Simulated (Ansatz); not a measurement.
With DFT-PBE in the program Ansatz with PAW potentials, Nb in the hexagonal phase (P6/mmm; Nb on 1a, Nb on 2d) relaxes to a = 4.890 Å, c = 2.678 Å.

Electronic character: metallic (no gap). Gap from PBE with spin–orbit coupling: none (metallic).

The bulk modulus is 163 GPa.

The start of the workflow was typed in or built on a structure type; neither database checked (COD, Materials Project) lists it. It is not the phase usual at ambient conditions (space group No. 229). The PBE relaxation kept the symmetry of its start; whether a distortion lowers the energy is not shown. The run is not spin-polarised. Axis ratios of metals converge slowly with the k-mesh, so a and c are less sure than the volume. Spin–orbit coupling is left out wherever it is not named.

Potentials: the earlier of the program's two PAW sets.
